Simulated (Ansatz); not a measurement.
ZnBr₂:
Space group R-3m, hexagonal axes (No. 166); a = 3.738 Å, b = 3.738 Å, c = 18.872 Å, α = 90.00°, β = 90.00°, γ = 120.00°

| atom | site | symmetry | x | y | z |
|---|---|---|---|---|---|
| Zn | 3a | -3m | 0.0000 | 0.0000 | 0.0000 |
| Br | 6c | 3m | 0.0000 | 0.0000 | 0.2553 |
(The calculation used a cell of 3 atoms; values per cell refer to that cell.)

Relaxed with r²SCAN+D4.

### Question
Tabulate the valence density and the electron localisation function along the shortest Zn–Br contact (2.61 Å), r²SCAN+D4 in the plane-wave PAW code Ansatz.

### Answer


| distance from Zn (Å) | density (e/Å³) | ELF |
|---|---|---|
| 0.26 | 22.10 | 0.00 |
| 0.39 | 9.50 | 0.01 |
| 0.52 | 3.51 | 0.03 |
| 0.65 | 1.43 | 0.09 |
| 0.78 | 0.73 | 0.14 |
| 0.91 | 0.43 | 0.14 |
| 1.05 | 0.31 | 0.15 |
| 1.18 | 0.30 | 0.26 |
| 1.31 | 0.35 | 0.53 |
| 1.44 | 0.45 | 0.75 |
| 1.57 | 0.61 | 0.85 |
| 1.70 | 0.84 | 0.89 |
| 1.83 | 1.08 | 0.88 |
| 1.96 | 1.21 | 0.78 |
| 2.09 | 1.10 | 0.46 |
| 2.22 | 0.78 | 0.10 |
| 2.35 | 0.41 | 0.00 |

The density is the valence pseudo-density with augmentation charge, so density and ELF within about 1 Å of a nucleus are not all-electron values.

The workflow started from an entry of the Crystallography Open Database (COD), which files this formula under 2 space groups. Its standing as an ambient phase is unchecked. The r²SCAN+D4 relaxation kept the symmetry of its start; whether a distortion lowers the energy is not shown.

Potentials: the later of the program's two PAW sets.
